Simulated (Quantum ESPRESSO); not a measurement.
**Kohn-Sham bands of CaPdF6 (R-3)**

```yaml
crystal:
  lattice:
    - [-2.57051, 4.45225, 0.00000]
    - [-5.14101, 0.00000, 0.00000]
    - [-2.57051, 1.48408, 4.89179]
  atoms:
    - { symbol: Ca, position: [0.50000, 0.50000, 0.50000] }
    - { symbol: Pd, position: [0.00000, 0.00000, 0.00000] }
    - { symbol: F, position: [0.38449, 0.78174, 0.76996] }
    - { symbol: F, position: [0.61551, 0.21826, 0.23004] }
    - { symbol: F, position: [0.78174, 0.06381, 0.76996] }
    - { symbol: F, position: [0.21826, 0.93619, 0.23004] }
    - { symbol: F, position: [0.06381, 0.38449, 0.76996] }
    - { symbol: F, position: [0.93619, 0.61551, 0.23004] }
```

Structure: Materials Project mp-7922, symmetrised, not relaxed again. COD (Crystallography Open Database) has an entry of this formula and space group (matched by these alone). Method: PBEsol plane waves in Quantum ESPRESSO 7.5 (PseudoDojo norm-conserving files, 68 Ry, no spin polarisation, no spin-orbit coupling), Bloch states on a 4×4×4 mesh through Γ, Wannier90 4.0.1. Density: 8×8×8 mesh, cold smearing 0.01 Ry.

Energies are relative to the valence-band maximum; weights are on the orthonormalised atomic waves of the pseudopotential files, averaged over the group. 70 electrons a cell are treated as valence.

```
bands  from (eV)  to (eV)  filling  weight on atomic waves
-----  ---------  -------  -------  ----------------------
1         -85.34   -85.34   filled              (withheld)
2–4       -51.06   -51.01   filled              (withheld)
5         -37.05   -37.05   filled              (withheld)
6–11      -21.59   -20.85   filled              (withheld)
12–14     -17.98   -17.91   filled              (withheld)
15–16      -5.98    -5.77   filled              (withheld)
17–20      -4.87    -4.26   filled              (withheld)
21–23      -3.84    -3.22   filled              (withheld)
24–32      -2.69    -1.37   filled              (withheld)
33–35      -0.47     0.00   filled              (withheld)
36–37       2.09     2.34    empty              (withheld)
```

Problem. Which atomic shells make up each group?

Solution. 
- 1, weight on atomic waves: Pd 4s 99 %
- 2–4, weight on atomic waves: Pd 4p 99 %
- 5, weight on atomic waves: Ca 3s 99 %
- 6–11, weight on atomic waves: F 2s 92 %
- 12–14, weight on atomic waves: Ca 3p 92 %, F 2s 6 %
- 15–16, weight on atomic waves: F 2p 54 %, Pd 4d 41 %, F 2s 4 %
- 17–20, weight on atomic waves: F 2p 60 %, Pd 4d 38 %
- 21–23, weight on atomic waves: F 2p 96 %
- 24–32, weight on atomic waves: F 2p 98 %
- 33–35, weight on atomic waves: F 2p 53 %, Pd 4d 45 %
- 36–37, weight on atomic waves: Pd 4d 49 %, F 2p 45 %

The Kohn-Sham gap over both meshes and the path is 2.09 eV.
